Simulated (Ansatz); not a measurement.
CaPbF6 (space group Fm-3m)

```
CELL_PARAMETERS angstrom
      0.00000     8.49099     8.49099
      4.24549     4.24549     8.49099
      4.24549     4.24549     0.00000
ATOMIC_POSITIONS crystal
  Ca 0.00000 0.50000 0.50000
  Ca 0.50000 0.50000 0.50000
  Pb 0.00000 0.00000 0.00000
  Pb 0.50000 0.00000 0.00000
  F  0.00000 0.75822 0.24178
  F  0.50000 0.75822 0.24178
  F  0.00000 0.24178 0.75822
  F  0.50000 0.24178 0.75822
  F  0.74178 0.75822 0.75822
  F  0.24178 0.75822 0.75822
  F  0.25822 0.24178 0.24178
  F  0.75822 0.24178 0.24178
  F  0.25822 0.24178 0.75822
  F  0.75822 0.24178 0.75822
  F  0.74178 0.75822 0.24178
  F  0.24178 0.75822 0.24178
```

A phonon eigenvector at X = (0.5, 0.5, 0.0) is frozen into this cell: atom i moves by Q times the vector below, so Q is the largest atomic displacement, in Å. The cell is held. (q is in reciprocal vectors of the primitive cell; the cell shown is doubled to hold the pattern.)

```csv
atom,x,y,z
F9,0.000,-1.000,0.000
F10,0.000,1.000,0.000
F11,0.000,1.000,0.000
F12,0.000,-1.000,0.000
F13,1.000,0.000,0.000
F14,-1.000,0.000,0.000
F15,-1.000,0.000,0.000
F16,1.000,0.000,0.000
```

Atoms not listed stay in place.

Calculation: LDA (plane waves to 420 eV, PAW, scalar-relativistic; Ansatz, a quantum-chemistry and plane-wave program). k mesh 7×7×7 (Γ-centred), Fermi-Dirac smearing 0.05 eV. The energy includes the smearing's −TS. CaPbF6 was relaxed with its symmetry unable to fall. Spin-orbit coupling is left out, though Pb is heavy. The zero of ΔE is the undisplaced structure.

```csv
Q (Å),ΔE (meV/cell)
-0.2750,withheld
-0.2292,-0.9
-0.1833,-3.8
-0.1375,-3.6
-0.0917,-2.1
-0.0458,-0.6
0.0000,0.0
0.0458,-0.6
0.0917,-2.1
0.1375,-3.6
0.1833,-3.8
0.2292,-0.9
0.2750,withheld
```

### Question
Fit an even polynomial form (powers 2, 4) to the given rows and predict ΔE at Q = 0.2750.

### Answer
Least squares on the 11 given rows: ΔE = (-287.2)·Q² + (5147)·Q⁴, in meV/cell with Q in Å; root-mean-square residual 0.03 meV/cell. At 0.2750 the fit gives 7.7 meV/cell; the calculation gives 7.5 meV/cell, so the extrapolation is off by 0.2 (+2.7 %). The quadratic term alone would give -21.7 meV/cell: it is negative, as the undisplaced cell is unstable along this move.

(For displaced atoms, the force is minus the slope of the energy, and its curvature is a force constant, which sets phonon frequencies.)
